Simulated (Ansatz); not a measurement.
One crystal and one scan (scan of one atom of the cell) at two levels, PBEsol (plane waves to 420 eV, PAW, scalar-relativistic; Ansatz, a program for electronic structure) and PBE (plane waves to 420 eV, PAW, scalar-relativistic; Ansatz), each from its own relaxed cell and on its own mesh. The cell shown is that of PBEsol.

Pt (fcc, Cu type)

```yaml
crystal:
  lattice:
    - [3.91815, 0.00000, 0.00000]
    - [0.00000, 3.91815, 0.00000]
    - [0.00000, 0.00000, 3.91815]
  atoms:
    - { symbol: Pt, position: [0.00000, 0.00000, 0.00000] }
    - { symbol: Pt, position: [0.50000, 0.50000, 0.00000] }
    - { symbol: Pt, position: [0.50000, 0.00000, 0.50000] }
    - { symbol: Pt, position: [0.00000, 0.50000, 0.50000] }
```

In each cell atom 4 (Pt, nearest neighbour Pt at 2.771 Å; its periodic images, 3.9 Å or more away, move with it) moves by s·(0.707, 0.707, 0.000) (along Cartesian [110]), the rest being held.

Energies are smeared free energies. Pt is run without spin polarisation. Pt was relaxed with its symmetry unable to fall. Spin-orbit coupling is left out, though Pt is heavy. The PAW data are Ansatz's earlier set. With partly filled bands, energies and forces of such displacements shift with the k mesh and the smearing. Percentages come from the unrounded values.

Results of PBEsol:

```
Quantity                                                                                                                  Result
----------------------------------------------------------------  --------------------------------------------------------------
Lattice constant a (Å)                                                                                                     3.918
Force constant k = d²E/ds² at s = 0 (finite differences) (eV/Å²)                                                           12.95
Shape of the curve                                                a single well with its minimum at or next to zero displacement
```

Estimate the PBE values.


| quantity | PBE | PBEsol − PBE |
|---|---|---|
| Lattice constant a (Å) | 3.970 | -0.052 (-1.3 %) |
| Force constant k = d²E/ds² at s = 0 (finite differences) (eV/Å²) | 11.23 | +1.72 (+15 %) |

PBEsol gives the higher value for: force constant k = d²E/ds² at s = 0. PBEsol gives the lower value for: lattice constant a. Both give the same shape of the curve: a single well with its minimum at or next to zero displacement. Neither level is exact: the differences show how much the result hangs on the functional.

(A displaced cell: forces are minus the slopes of the energy, force constants its curvatures, and phonons follow from these.)
